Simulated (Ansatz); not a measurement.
**simple cubic against fcc along the alkali metals**

All numbers below come from DFT, BLYP, plane waves (420 eV) with PAW, scalar-relativistic in Ansatz 0.2.0. The PAW files were generated under PBE, with cores re-solved for the functional.

Each structure is relaxed within its symmetry, in the lowest magnetic state of the tried starts. Differences under about 8 meV lie within the error of the k-point mesh.

```tsv
element	E(simple cubic) − E(fcc) (meV/atom)	V(simple cubic) (Å³/atom)	V(fcc) (Å³/atom)	state of simple cubic	state of fcc
Li	119	20.26	20.02	spin not included	spin not included
Na	102	41.53	37.42	spin not included	spin not included
K	82	85.71	75.93	spin not included	spin not included
Rb	64	109.53	95.87	spin not included	spin not included
Cs	?	?	?	?	?
```

Problem. Fill in the row of Cs.

Solution. E(simple cubic) − E(fcc) (meV/atom): 60; V(simple cubic) (Å³/atom): 146.88; V(fcc) (Å³/atom): 124.50; state of simple cubic: spin not included; state of fcc: spin not included.
